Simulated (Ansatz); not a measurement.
Cs (hcp type), DFT, PBEsol, PAW with Ansatz's default frozen-core files, scalar-relativistic (Ansatz 0.2.0), on 1 thread of Arm Neoverse V1 (shared host).

Command: `ansatz run input.yaml --threads 1 --pin off --max-ram 2048MiB --backend cpu --events-out ev --progress --plain --runs-dir out`

```yaml
crystal:
  lattice:
    - [4.9277870577, 0.0, 0.0]
    - [-2.4638935288, 4.2675887764, 0.0]
    - [0.0, 0.0, 7.9830150335]
  atoms:
    - { symbol: Cs, position: [0.3333333333, 0.6666666667, 0.25] }
    - { symbol: Cs, position: [0.6666666667, 0.3333333333, 0.75] }
kpoints:
  mp_grid: { grid: [8, 8, 5] }
scf:
  occupations: { method: fermi_dirac, width: 0.08 }
hamiltonian:
  xc: pbesol
  pseudopotentials: { kind: paw }
output:
  forces: true
  stress: true
  eigenvalues: true
  populations: true
```

**Question.** How large is the problem that the program sets up?

**Answer.** 30 irreducible k-points, 3297 plane waves at Γ, 13 bands.

**Question.** About how long does it take?

**Answer.** 4.3 s of wall time for 6 SCF iterations. Times on shared machines scatter by tens of per cent.
